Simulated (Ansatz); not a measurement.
## FeCo: computed property card

FeCo:
```
FeCo
1.0
    0.00000     2.83940     2.83940
    2.83940     0.00000     2.83940
    2.83940     2.83940     0.00000
Fe Co
2 2
Direct
  0.25000   0.25000   0.25000
  0.00000   0.00000   0.00000
  0.50000   0.50000   0.50000
  0.75000   0.75000   0.75000
```
The run is spin-polarised; directions of the spins, atom by atom: ↑ ↑ ↑ ↑.

Space group Fd-3m (No. 227); conventional cell a = 5.6788 Å, b = 5.6788 Å, c = 5.6788 Å, α = 90.00°, β = 90.00°, γ = 90.00°.

Method: DFT-PBE in the program Ansatz with PAW potentials. Geometry: relaxed at this level of theory. Other levels are named where they apply.

**Cell and energy**

| Quantity | Value |
|---|---|
| Volume per atom | 11.45 Å³ |
| Density | 8.33 g/cm³ |
| Formation energy from the elements (no fitted shifts) | -0.002 eV/atom |

**Electronic structure**

| Property | Value |
|---|---|
| Electronic character | metallic (no gap) |
| Density of states at the Fermi level | 1.1 states/eV per atom (mean over ±0.08 eV) |

**Magnetism**

| Item | Result |
|---|---|
| Magnetic order | ferromagnetic |
| Net moment | 2.19 μB per atom |

**Mechanics**

| Property | Result |
|---|---|
| Bulk modulus (Birch–Murnaghan fit) | 192 GPa |
| Pressure derivative B′ | 4.7 |

A made-up cell: these elements were put on the sites of a structure type; neither database checked (COD, Materials Project) lists it. It is not the phase usual at ambient conditions (space group No. 221). The PBE relaxation kept the symmetry of its start; whether a distortion lowers the energy is not shown. Spin order of the final state: ferromagnetic, chosen from 3 collinear starts compared on coarse meshes (ties went to the first, and starts can fall back to one state), not a proven ground state. The references are the lowest solids computed at this level, not always the standard phases.

Potentials: the earlier of the program's two PAW sets.
